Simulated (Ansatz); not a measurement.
Sheets of one type (MA2Z4 (prismatic core, outer Z over the empty site)-type), plane-wave PAW PBE (Ansatz code); HSE06 gaps on those cells.

```json
[
 {"layer": "TaP4Si2", "a (Å)": "…", "thickness (Å)": "…"},
 {"layer": "NbP4Si2", "a (Å)": "3.534", "thickness (Å)": "9.43"},
 {"layer": "TaN4Si2", "a (Å)": "2.967", "thickness (Å)": "7.00"},
 {"layer": "TaGe2P4", "a (Å)": "3.621", "thickness (Å)": "9.65"},
 {"layer": "WP4Si2", "a (Å)": "3.478", "thickness (Å)": "9.37"},
 {"layer": "MoP4Si2", "a (Å)": "3.471", "thickness (Å)": "9.37"}
]
```

Q: Complete the blanks.

A: 
- TaP4Si2, a (Å): 3.540
- TaP4Si2, thickness (Å): 9.40

Began spin-polarised and lost the moments: TaP4Si2, MA2Z4 (prismatic core, outer Z over the empty site)-type layer; NbP4Si2, MA2Z4 (prismatic core, outer Z over the empty site)-type layer; TaN4Si2, MA2Z4 (prismatic core, outer Z over the empty site)-type layer; TaGe2P4, MA2Z4 (prismatic core, outer Z over the empty site)-type layer. All cells were relaxed under the symmetry of their starts (and spin orders); stability against distortions was not tested throughout. Rows with no word on spin ran without spin polarisation. Scalar-relativistic: spin–orbit coupling is off unless named, which matters more the heavier the elements. Constructed layers (a layer type filled with these elements): TaP4Si2, MA2Z4 (prismatic core, outer Z over the empty site)-type layer; NbP4Si2, MA2Z4 (prismatic core, outer Z over the empty site)-type layer; TaN4Si2, MA2Z4 (prismatic core, outer Z over the empty site)-type layer; TaGe2P4, MA2Z4 (prismatic core, outer Z over the empty site)-type layer; WP4Si2, MA2Z4 (prismatic core, outer Z over the empty site)-type layer; MoP4Si2, MA2Z4 (prismatic core, outer Z over the empty site)-type layer.

Potentials: the later of the program's two PAW sets.
